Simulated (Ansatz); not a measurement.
Consider the following.

AgAu:
```
CELL_PARAMETERS angstrom
      2.84362     0.00000     0.00000
      0.00000     2.84362     0.00000
      0.00000     0.00000     4.14846
ATOMIC_POSITIONS crystal
  Ag 0.50000 0.50000 0.50000
  Au 0.00000 0.00000 0.00000
```

This is the PBEsol-relaxed structure.

Problem. All from PBEsol (plane waves, PAW; program Ansatz), unless another level is named. Estimate the density of states at the Fermi level.

Solution. 0.25 states/eV per atom (mean over ±0.08 eV).

Problem. Give the formation energy from the elements (no fitted shifts).

Solution. -0.062 eV/atom.

Space group P4/mmm (L1₀ or tetragonal B2). The start of the workflow was typed in or built on a structure type; neither database checked (COD, Materials Project) lists it. Whether it is the stable phase at ambient conditions was not checked. The PBEsol relaxation kept the symmetry of its start; whether a distortion lowers the energy is not shown. The run is not spin-polarised. The references are the lowest solids computed at this level, not always the standard phases. Spin–orbit coupling is left out wherever it is not named.

Potentials: the earlier of the program's two PAW sets. The files were generated under PBE; for other functionals the program regenerates the frozen cores, and for LDA and PBEsol the local potential too.
